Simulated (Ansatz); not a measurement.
# HfVF$_{6}$: which magnetic order is lowest?

```
CELL_PARAMETERS angstrom
0.00000 8.04200 8.04200
4.02100 0.00000 4.02100
4.02100 4.02100 0.00000
ATOMIC_POSITIONS crystal
Hf 0.00000 0.00000 0.00000
V 0.25000 0.50000 0.50000
F 0.12245 0.24491 0.75509
F 0.37755 0.75509 0.24491
F 0.37755 0.24491 0.24491
F 0.12245 0.75509 0.75509
F 0.12245 0.75509 0.24491
F 0.37755 0.24491 0.75509
Hf 0.50000 0.00000 0.00000
V 0.75000 0.50000 0.50000
F 0.62245 0.24491 0.75509
F 0.87755 0.75509 0.24491
F 0.87755 0.24491 0.24491
F 0.62245 0.75509 0.75509
F 0.62245 0.75509 0.24491
F 0.87755 0.24491 0.75509
```

All energies were calculated with Ansatz 0.2.0 (r2SCAN with U_eff = 1.0 eV on V d (all-electron-ortho-atomic projectors); 500 eV; 3×6×6 Γ-centred mesh; fermi-dirac occupations of width 0.050 eV). The atoms are fixed and numbered as listed; spin is collinear, without spin-orbit coupling.

Different starts of the self-consistent cycle ended in different solutions. Their moments in μB:

```csv
state,V2,V10,other atoms together,size of the net moment a cell
A,2.25,-2.25,0.00,0.00
B,0.00,0.00,0.00,0.00
C,2.25,2.25,0.12,6.00
```

Site moments are taken in small spheres that don't touch (radius about 0.4 of the atom's shortest bond), so those of the magnetic atoms read low, and they needn't add up to the net moment. State B was run without spin polarisation.

Q: Which state has the lowest energy at zero smearing, and how far up are the others?

A: State A (antiparallel, compensated) comes first by a margin too small to trust; C (parallel moments) lies 0.3 meV above it, B (without moments) lies 408 meV above it, all counted an atom of the cell. The two lowest differ by only 2.6 meV for each atom with a column above, which mesh or functional could overturn.

Q: Which states have a gap on the mesh, and what pressure does each exert on this cell?

A: A: gap 3.02 eV, 4.7 GPa; B: no gap, 3.9 GPa; C: gap 2.89 eV, 4.7 GPa (positive in compression).

Q: What does magnetism gain here?

A: 408 meV an atom of the cell, or 3265 meV for each V atom, against state B, which has none. A run without spin would miss this and give wrong energies and forces. That state isn't the paramagnet, which keeps its moments, so this is no ordering energy, and a U raises it further by its penalty on part-filled orbitals.

The cell is that of a Crystallography Open Database entry, unchanged but doubled along one cell vector so that moments can oppose.

Caveats: only orders that fit this cell and collinear spins were tried, so the true order may need a larger cell or canted moments; atoms and cell are not relaxed, and each state would relax in its own way; the U is a value in common use, not computed for this crystal; the k mesh is coarse, so differences of a few meV are uncertain where a state is a metal; one start a pattern, so a lower state of the same pattern may exist; the nearest magnetic atoms form triangles, which frustrates antiparallel coupling, so the true order may be non-collinear or need another cell; the atoms stand off equilibrium, with forces up to 0.5 eV/Å.
